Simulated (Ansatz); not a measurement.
The elements of this relaxed trial crystal are hidden behind letters.

```
lattice vectors (Å)
   3.4736    0.0000    0.0000
  -1.7368    3.0083    0.0000
   0.0000    0.0000    8.6920
fractional positions
X 0.3333 0.6667 0.1768
X 0.6667 0.3333 0.8232
Z 0.0000 0.0000 0.5000
Q 0.3333 0.6667 0.6338
Q 0.6667 0.3333 0.3662
Q 0.0000 0.0000 0.0000
```

Level of theory: DFT PBE, scalar-relativistic, plane waves, PAW (Ansatz 0.2.0). The final run on the 6-atom cell used 420 eV, a Γ-centred 12×12×6 mesh, 0.10 eV smearing and no spin polarisation.

* Space group: P-3m1 (No. 164)
* Conventional cell: a = 3.474 Å, c = 8.692 Å
* Volume per atom: 15.14 Å³
* Density: 5.75 g/cm³
* Formation energy: −2.50 eV/atom
* Gap on the 12×12×6 mesh of the 6-atom cell: 0 eV (a metal)

Energies are uncorrected and count from the elements' standard states at the same level.

Q: X is an s-block element of period 5, Z is a d-block element of period 5 and Q is a p-block element of period 2. Which elements are they?

A: X = Sr, Z = Zr, Q = O, so the formula is Sr2ZrO3. Density times volume gives a mean mass of 5.75 × 15.14/1.6605 = 52.4 u per atom, and this set has 52.4 u. Sr is surrounded by 6 O at 2.53–2.59 Å and 3 Zr at 3.45 Å; Zr has 6 O at 2.32 Å and 6 Sr at 3.45 Å; O on a site of symmetry 3m is surrounded by 3 Zr at 2.32 Å and 3 Sr at 2.59 Å; 1 more site not described. Other sets within the hints have nearly the same mass, so mass alone doesn't settle it; this one was computed.

A structure relaxed within its symmetry needn't be a true minimum.
